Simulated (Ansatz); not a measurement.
Input and command of a plane-wave DFT calculation in Ansatz:

```yaml
crystal:
  lattice:
    - [3.7897892312, 0.0, 0.0]
    - [0.0, 4.7141065769, 0.0]
    - [0.0, 0.0, 3.9880460499]
  atoms:
    - { symbol: Si, position: [0.0, 0.0, 0.67] }
    - { symbol: Si, position: [0.5, 0.5, 0.33] }
    - { symbol: O, position: [0.0, 0.25, 0.167], spin: 0.77 }
    - { symbol: O, position: [0.0, 0.75, 0.167], spin: 0.77 }
    - { symbol: O, position: [0.5, 0.75, 0.833], spin: 0.77 }
    - { symbol: O, position: [0.5, 0.25, 0.833], spin: 0.77 }
    - { symbol: O, position: [0.5, 0.0, 0.33], spin: 0.8 }
    - { symbol: O, position: [0.0, 0.5, 0.67], spin: 0.8 }
basis:
  ecutwfc: 420
kpoints:
  mp_grid: { grid: [4, 4, 4] }
hamiltonian:
  xc: pbe
scf:
  occupations: { method: gaussian, width: 0.1 }
  lower_state_search: "off"
output:
  forces: true
  stress: true
  eigenvalues: true
  populations: true
magnetization:
  spin_polarized: true
relax:
  adjacent_minimum: "off"
  f_tol: 0.04
  max_steps: 70
  cell: { stress_tol: 0.4 }
```

```bash
ansatz run input.yaml --threads 1 --pin off --max-ram 2560MiB --backend cpu --events-out ev --progress --plain --runs-dir out
```

Processor: Intel(R) Xeon(R) 6975P-C (Granite Rapids), 1 thread, on a host shared with other jobs.

Task: How long does it run, and how much memory does it take?

Result: About 4.9 min on 1 thread of Intel(R) Xeon(R) 6975P-C (Granite Rapids), on a shared host, peak memory 0.61 GiB. It solves 33 bands at 27 k points (the mesh reduced by the symmetry that the task leaves, which can be less than the crystal's) with about 2251 plane waves (on the last cell), in 496 SCF iterations over 41 ionic steps.
